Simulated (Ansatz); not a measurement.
**GeS with oxygen replacing S: gradients before and after relaxing the atoms**

Start: a supercell of GeS (space group Pnma) built from a computed structure from the Materials Project (it need not be an observed phase), with all atoms left at the host's positions.

Space group Pm (No. 6); a = 9.0463, b = 10.8094, c = 10.7808 Å.

```
site  Wyckoff  site symmetry       x       y       z
 Ge1       1b              m  0.1834  0.5000  0.8722
 Ge2       1b              m  0.6834  0.5000  0.8722
 Ge3       2c              1  0.1834  0.1667  0.8722
 Ge4       2c              1  0.6834  0.1667  0.8722
 Ge7       2c              1  0.3166  0.3333  0.1278
 Ge8       2c              1  0.8166  0.3333  0.1278
 Ge9       1a              m  0.3166  0.0000  0.1278
Ge10       1a              m  0.8166  0.0000  0.1278
Ge13       2c              1  0.4334  0.3333  0.6278
Ge14       2c              1  0.9334  0.3333  0.6278
Ge15       1a              m  0.4334  0.0000  0.6278
Ge16       1a              m  0.9334  0.0000  0.6278
Ge19       1b              m  0.0666  0.5000  0.3722
Ge20       1b              m  0.5666  0.5000  0.3722
Ge21       2c              1  0.0666  0.1667  0.3722
Ge22       2c              1  0.5666  0.1667  0.3722
   O       1b              m  0.2574  0.5000  0.6548
 S26       1b              m  0.7574  0.5000  0.6548
 S27       2c              1  0.2574  0.1667  0.6548
 S28       2c              1  0.7574  0.1667  0.6548
 S31       2c              1  0.2426  0.3333  0.3452
 S32       2c              1  0.7426  0.3333  0.3452
 S33       1a              m  0.2426  0.0000  0.3452
 S34       1a              m  0.7426  0.0000  0.3452
 S37       2c              1  0.0074  0.3333  0.8452
 S38       2c              1  0.5074  0.3333  0.8452
 S39       1a              m  0.0074  0.0000  0.8452
 S40       1a              m  0.5074  0.0000  0.8452
 S43       1b              m  0.4926  0.5000  0.1548
 S44       1b              m  0.9926  0.5000  0.1548
 S45       2c              1  0.4926  0.1667  0.1548
 S46       2c              1  0.9926  0.1667  0.1548
```

One atom of each set is listed; the run and its k-mesh use a cell of 48 atoms with edges of 10.78, 10.81, 9.05 Å.

Method: Kohn–Sham DFT in Ansatz, PBE, plane waves and PAW, scalar-relativistic, 420 eV cutoff, Γ-centred 2×2×2 k-points, Fermi–Dirac smearing 0.01 eV.

The largest force at the start is 2.0 eV/Å. Relaxing the ions at fixed cell moves them by 0.458 Å at most (atom 25, O) and 0.110 Å rms.

| site | moved (Å) | first shell before | first shell after | V_zz before (10²¹ V/m²) | η before |
| --- | --- | --- | --- | --- | --- |
| Ge1 | 0.173 | 2 S at 2.42 Å, 1 O at 2.44 Å | 1 O at 2.01 Å, 2 S at 2.47 Å | 9.14 | 0.90 |
| Ge2 | 0.054 | 3 S at 2.42–2.44 Å | 3 S at 2.45–2.47 Å | -8.33 | 0.26 |
| Ge7 | 0.021 | 3 S at 2.42–2.44 Å | 3 S at 2.44–2.48 Å | -8.37 | 0.24 |
| Ge13 | 0.320 | 2 S at 2.42–2.44 Å, 1 O at 2.42 Å | 1 O at 2.03 Å, 2 S at 2.47–2.49 Å | -9.27 | 0.84 |
| Ge14 | 0.090 | 3 S at 2.42–2.44 Å | 3 S at 2.43–2.46 Å | -8.18 | 0.28 |
| Ge15 | 0.052 | 3 S at 2.42–2.44 Å | 3 S at 2.47–2.48 Å | -8.45 | 0.26 |
| O | 0.458 | 3 Ge at 2.42–2.44 Å | 3 Ge at 2.01–2.03 Å | -4.27 | 0.07 |
| S27 | 0.073 | 3 Ge at 2.42–2.44 Å | 3 Ge at 2.44–2.49 Å | -6.39 | 0.22 |
| S32 | 0.063 | 3 Ge at 2.42–2.44 Å | 3 Ge at 2.45–2.46 Å | -6.56 | 0.10 |
| S37 | 0.085 | 3 Ge at 2.42–2.44 Å | 3 Ge at 2.43–2.47 Å | -6.29 | 0.15 |

(1) How do the gradients change?

Answers

(1) 

```csv
site,V_zz after,η after,change of V_zz
Ge1,-7.90,0.17,–
Ge2,-7.86,0.34,+0.47
Ge7,-7.74,0.34,+0.63
Ge13,-8.55,0.42,+0.72
Ge14,-8.19,0.24,-0.01
Ge15,-7.70,0.26,+0.75
O,-8.53,0.01,-4.26
S27,-6.37,0.27,+0.02
S32,-5.77,0.24,+0.79
S37,-6.48,0.33,-0.19
```

The largest change of V_zz along a kept axis is on O, from -4.27 to -8.53. The whole tensor moves most on Ge1, by 7.87 along its most changed direction. In per cent, |V_zz| changes by -9 to 0 on Ge, +100 on O, -12 to +3 on S (all sites that start above 0.5, bar those whose gradient vanishes or changes sign or whose main axis turns by over 40°). Where |V_zz| stays above 0.1 and the axes keep their order, η moves most on Ge13, from 0.84 to 0.42. On S27 V_xx and V_yy change places (or their axes turn by over 50°), so the two values of η hide a larger change. On Ge1 the largest principal value lies along another axis in the second run, so the two V_zz can't be compared directly. The table leaves out 22 of the 32 sites, with |V_zz| up to 8.35; their tensors move by 1.04 at most along any direction. The statements above cover all sites. The host's own positions weren't relaxed first, so part of the change far from the defect can be the host's relaxation.

The defect repeats with the cell of 48 atoms, so it feels its images: sites between two images don't show the values beside a lone defect, and zeros or small values of η there can come from the images' arrangement. Ge and S carry a gradient in the pure host already, so the values there aren't the defect's effect alone.
Before: The neighbours have not yet relaxed around the defect (largest force 2.0 eV/Å), so a real crystal will differ.
After: The relaxation keeps the site symmetry m of the start, so the impurity can move only within its mirror plane; a start off the site could end lower.
